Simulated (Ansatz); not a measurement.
What DFT gives for NbRh (P4/mmm)

The conventional cell has a = 2.829 Å, b = 2.829 Å, c = 3.831 Å, α = 90.00°, β = 90.00°, γ = 90.00°. Nb (atom 1) is surrounded by 8 Rh at 2.77 Å and 4 Nb at 2.83 Å. Around Rh (atom 2) lie 8 Nb at 2.77 Å and 4 Rh at 2.83 Å.

Ansatz runs use the cell relaxed by PAW under their functional.

(1) What do its conduction electrons give? (PBEsol, all-electron LAPW in Ansatz 0.2.0, scalar-relativistic; a = 2.829, c = 3.831 Å; k mesh 12×12×10, fine mesh 20×20×16, Fermi-Dirac smearing of 0.080 eV, basis error target 1 meV/atom)

(2) How stiff is it? (PBEsol, PAW on Ansatz 0.2.0's default frozen-core files (fitted under PBE), scalar-relativistic; a = 2.830, c = 3.826 Å; k mesh 16×16×12, strains of ±0.008, Fermi-Dirac smearing of 0.050 eV, cutoff 420 eV)

(3) How does it vibrate? (PBEsol, PAW on Ansatz 0.2.0's default frozen-core files (fitted under PBE), scalar-relativistic; a = 2.831, c = 3.828 Å; k mesh 14×14×10, Fermi-Dirac smearing of 0.080 eV, cutoff 420 eV; q mesh 2×2×2)

Answers

(1) Fermi-surface sums: N(E_F) = 0.80 states/eV/atom, ħω_p (r.m.s. of x, y, z) = 7.9 eV, Fermi speed = 0.64×10⁶ m/s.

(2) Elastic moduli (Hill averages, relaxed ions; θ_D from sound speeds over directions): B = 243 GPa, G = 85.9 GPa, C11 = 382 GPa, C33 = 406 GPa, C44 = 114 GPa, ν = 0.342, θ_D = 381 K.

(3) Harmonic phonons by finite displacements (negative means unstable): highest mode = 258 cm⁻¹, lowest at X = 99.4 cm⁻¹, lowest at M = 117 cm⁻¹, lowest at Z = 111 cm⁻¹, lowest at R = 88.6 cm⁻¹, lowest at A = 118 cm⁻¹, lowest optical at Γ = 160 cm⁻¹, highest at Γ = 222 cm⁻¹.

Caveats: these sums move with the mesh, by several per cent and more for small sheets (Fermi surface); frozen-core PAW files fitted under PBE, their cores solved anew for the functional of the run (moduli, phonons); responses of metals move with mesh and smearing (moduli, phonons); the softest shear constant rests on one k mesh, and a soft shear can herald a distortion on cooling (moduli); elastic stability says nothing of phonons or of other phases (moduli).
